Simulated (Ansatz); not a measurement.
**SiO2: a ladder of calculations**

Cell of run 1: an entry of the Crystallography Open Database (COD), atoms as given.

Space group P4_12_12 (No. 92); a = 4.9080, c = 6.7840 Å.

| site | Wyckoff | site symmetry | x | y | z |
| --- | --- | --- | --- | --- | --- |
| Si | 4a | ..2 | 0.3083 | 0.3083 | 0.0000 |
| O | 8b | 1 | 0.2387 | 0.1161 | 0.1865 |

One atom of each set is listed.

Relaxed positions (PBE, cell held):

Si (0.3123, 0.3123, 0.0000)
O (0.2337, 0.1302, 0.1920)

All runs are DFT with Ansatz 0.2.0 (plane waves and PAW, scalar-relativistic unless spin–orbit coupling is named, Γ-centred meshes, Fermi–Dirac smearing where given) in this cell.

Run 1: PBE, atoms as given; 420 eV, 5×5×4 k-points, smearing 0.02 eV.
Run 2: PBE, atoms relaxed; 420 eV, 5×5×4 k-points, smearing 0.02 eV.
Run 3: r2SCAN, at the relaxed atoms; 500 eV, 5×5×4 k-points, smearing 0.02 eV.

```json
{"run": "1", "Si V_zz (η)": "-1.16 (0.72)", "O V_zz (η)": "8.76 (0.20)"}
{"run": "2", "Si V_zz (η)": "-0.46 (0.81)", "O V_zz (η)": "9.16 (0.24)"}
{"run": "3", "Si V_zz (η)": "?", "O V_zz (η)": "?"}
```

V_zz in 10²¹ V/m².

**Question.** Estimate the row of run 3.

**Answer.** Si: -0.46 (0.75); O: 9.04 (0.24). It lies nearest to run 2, from whose tensors on these sites it differs by 0.13 at most (largest principal value of the difference, on O). Taken one at a time, the positions of the atoms (as given or relaxed) move the tensors on these sites by up to 0.78 (largest principal value of the change, on Si), the functional (r2SCAN with its higher cutoff) by 0.13 (O).

The cell is 5 % smaller than that of α-cristobalite at ambient conditions, so the entry probably stands for a crystal under pressure. In runs 1, 3 the atoms aren't at the calculated equilibrium (largest force 0.88, 0.32 eV/Å). The cell isn't the equilibrium one in run 1 (calculated pressure 10 GPa), and the entry's cell may itself be off.
